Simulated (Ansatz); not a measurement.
GaCo (CsCl type, Pm-3m) under volume change, plane-wave PAW PBEsol (Ansatz code), scaled uniformly.

```
V (Å³/atom)  E − E(relaxed) (meV/atom)  P (GPa)
-----------  -------------------------  -------
10.422                            69.2    23.54
10.765                            28.9    14.31
11.109                             [?]      [?]
11.453                             0.0    -0.02
11.796                             [?]      [?]
12.140                            23.2   -10.20
12.483                            49.4   -14.12
```

Problem. Some entries are withheld; supply them.

Solution. 
- 11.796, E − E(relaxed) (meV/atom): 6.1
- 11.796, P (GPa): -5.55
- 11.109, E − E(relaxed) (meV/atom): 6.8
- 11.109, P (GPa): 6.54

Problem. What does a third-order Birch–Murnaghan fit give for V₀, B₀ and B′?

Solution. V₀ = 11.45 Å³/atom, B₀ = 200 GPa, B′ = 4.7.

The PBEsol relaxation kept the symmetry of its start; of distortions, only those at the zone centre were tested. The workflow began spin-polarised and lost its moments.

Potentials: the later of the program's two PAW sets.
